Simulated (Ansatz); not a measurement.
A relaxed structure of SrVO3. Level of theory: PBE (plane waves to 420 eV, PAW, scalar-relativistic; Ansatz, a program for electronic structure).

```xyz
5
Lattice="3.8575 0.0000 0.0000 0.0000 3.8575 0.0000 0.0000 0.0000 3.8575" Properties=species:S:1:pos:R:3 pbc="T T T"
Sr     0.0000     0.0000     0.0000
V      1.9288     1.9288     1.9288
O      1.9288     0.0000     1.9288
O      0.0000     1.9288     1.9288
O      1.9288     1.9288     0.0000
```

Find the space group and the Wyckoff positions (tolerance 0.01 Å).

Space group Pm-3m (No. 221); a = 3.858 Å, b = 3.858 Å, c = 3.858 Å, α = 90.00°, β = 90.00°, γ = 90.00°

```
atom  site  symmetry       x       y       z
----  ----  --------  ------  ------  ------
Sr      1a      m-3m  0.0000  0.0000  0.0000
V       1b      m-3m  0.5000  0.5000  0.5000
O       3c    4/mm.m  0.0000  0.5000  0.5000
```

This is the cubic perovskite type.

Give the shortest distances between elements (the closest pairs, up to four, under 3.6 Å).

O–V 1.93 Å; O–Sr 2.73 Å; O–O 2.73 Å; Sr–V 3.34 Å.

The volume per atom comes out as 11.48 Å³, the density is 5.40 g/cm³ and the band gap comes out as zero (metallic). The magnetic moment is zero (the starting moments vanished).

No spin polarisation in the result: the starting moments vanished. The relaxed primitive cell holds an odd number of electrons. A magnetic state may lie lower. No Hubbard U is applied.

The run could not lose the symmetry of its start.
